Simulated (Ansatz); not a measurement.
Ta$_{3}$Ru in space group Fm-3m (No. 225; Ta on 8c, Ta on 4b, Ru on 4a) under volume change, DFT-r²SCAN in the program Ansatz with PAW potentials, scaled uniformly.

| V (Å³/atom) | E − E(relaxed) (meV/atom) | P (GPa) |
|---|---|---|
| 15.113 | … | … |
| 15.612 | 49.2 | 16.68 |
| 16.110 | … | … |
| 16.608 | 0.0 | 0.00 |
| 17.106 | 10.5 | -6.60 |
| 17.605 | 40.1 | -12.26 |
| 18.103 | 85.9 | -17.11 |

**Question.** Complete the blanks.

**Answer.** 
- 16.110, E − E(relaxed) (meV/atom): 11.7
- 16.110, P (GPa): 7.69
- 15.113, E − E(relaxed) (meV/atom): 117.0
- 15.113, P (GPa): 27.19

**Question.** What does a third-order Birch–Murnaghan fit give for V₀, B₀ and B′?

**Answer.** V₀ = 16.61 Å³/atom, B₀ = 237 GPa, B′ = 4.1.

The first step of the workflow began from a Materials Project structure, measured or hypothetical; the Crystallography Open Database copy checked does not list it. With Ta and Ru taken as one species the cell has the higher symmetry Im-3m, so it may be an ordered model of a mixed-site phase. Its standing as an ambient phase is unchecked. The r²SCAN relaxation kept the symmetry of its start; its stability against distortions is not shown here. The run is not spin-polarised. Scalar-relativistic: spin–orbit coupling is off unless named, which matters more the heavier the elements.

Potentials: the later of the program's two PAW sets.
